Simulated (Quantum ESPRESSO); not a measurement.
# Where does O sit best among S sites?

The results below are calculated, not measured. They come from pw.x of Quantum ESPRESSO 7.5, a plane-wave density functional program, with PseudoDojo standard norm-conserving files (v0.5 for PBE, v0.4.1 for LDA and PBEsol). The cells are made up: elements, strain and atom displacements were drawn at random, and nothing was relaxed. There is no spin polarisation, spin-orbit coupling or dispersion term.

The cell has 8 sites of a zincblende or diamond lattice. Sites 1 to 4 hold Mg Mg Mg Mg; sites 5 to 8 hold X X X X. Cell vectors in Å: (6.105, -0.059, 0.030); (-0.059, 6.010, 0.039); (0.030, 0.039, 5.986). Settings: PBE, cutoff 1143 eV, 4 x 4 x 4 k mesh shifted by half a step, Fermi-Dirac smearing of 0.025 eV.

In each run one of the sites marked X holds O and the others hold S; cell and positions stay the same. E is the free energy of the cell.

```
site of the guest  first shell  mean distance (Å)  E above the lowest (eV)  P (GPa)  force on the guest (eV/Å)
                5          Mg4              2.612                    0.100    -9.42                      0.284
                6          Mg4              2.628                    0.160    -9.32                      0.179
                7          Mg4              2.616                    0.113    -9.40                      0.155
                8          Mg4              2.598                    0.000    -9.59                      0.175
```

A rerun of one of these cells at 1437 eV and k mesh 6 x 6 x 6 moved values by no more than 0.002 eV in the cell's energy, 0.02 GPa in stress and 0.009 eV/Å in force.

## Reading the table

Site 8 is lowest, by 0.100 eV, over three times the rerun's bound. A straight line of energy against the mean distance has a slope of 5.3 ± 0.8 eV/Å, so the guest costs less on the tighter sites. The positions are random and not relaxed, so the differences hold for this frozen cell and are not site preferences of a real crystal.